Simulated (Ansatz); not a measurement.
The start is a relaxed Al2Cu cell, doubled along one cell vector, shaken by Gaussian noise of σ = 0.08 Å a coordinate. The cell and all atomic positions are relaxed at zero pressure with r2SCAN (plane waves to 500 eV, PAW, scalar-relativistic; Ansatz, an electronic-structure program). The first steps use a coarse 10×10×5 k-mesh.

Starting cell:
```
CELL_PARAMETERS angstrom
      0.00000     2.86729     2.86729
      2.86729     0.00000     2.86729
      5.73458     5.73458     0.00000
ATOMIC_POSITIONS crystal
  Cu 0.99951 0.96926 0.00444
  Cu 0.02328 0.98964 0.47847
  Al 0.24581 0.21993 0.13926
  Al 0.23793 0.25914 0.63475
  Al 0.72723 0.73873 0.38691
  Al 0.77518 0.76747 0.85678
```

Task: Which atoms feel the largest initial force, and how large is it?

Result: 2.12 eV/Å, on Cu2 (atoms numbered as listed).

Task: Is the parent structure recovered?

Result: It returns to the parent structure, Fm-3m (No. 225).

Task: How do the shortest distances between atoms change?

Result: The closest pairs of elements (up to four, under 3.6 Å), start → end: Al–Cu 2.25 → 2.48 Å; Al–Al 2.73 → 2.87 Å.

Final structure:

```cif
data_Al8Cu4
_chemical_formula_sum 'Cu4 Al8'
_space_group_name_H-M_alt 'Fm-3m'
_space_group_IT_number 225
_space_group_name_Hall '-F 4 2 3'
_cell_length_a 5.73453
_cell_length_b 5.73453
_cell_length_c 5.73453
_cell_angle_alpha 90.000
_cell_angle_beta 90.000
_cell_angle_gamma 90.000
loop_
_atom_site_label
_atom_site_type_symbol
_atom_site_symmetry_multiplicity
_atom_site_Wyckoff_symbol
_atom_site_fract_x
_atom_site_fract_y
_atom_site_fract_z
_atom_site_occupancy
Cu1 Cu 4 a 0.00000 0.00000 0.00000 1
Al1 Al 8 c 0.25000 0.25000 0.25000 1
```
(The calculation used a cell of 3 atoms; values per cell refer to that cell.)

Final values are on a 14×14×14 k-mesh of the relaxed cell. No spin polarisation in the result.

The relaxed structure here is a generated cell of Al2Cu: the first start was made by placing the elements on the sites of a structure type, and the end was not matched to a known phase here, so it may be hypothetical. Known forms of Al2Cu include space group No. 140.
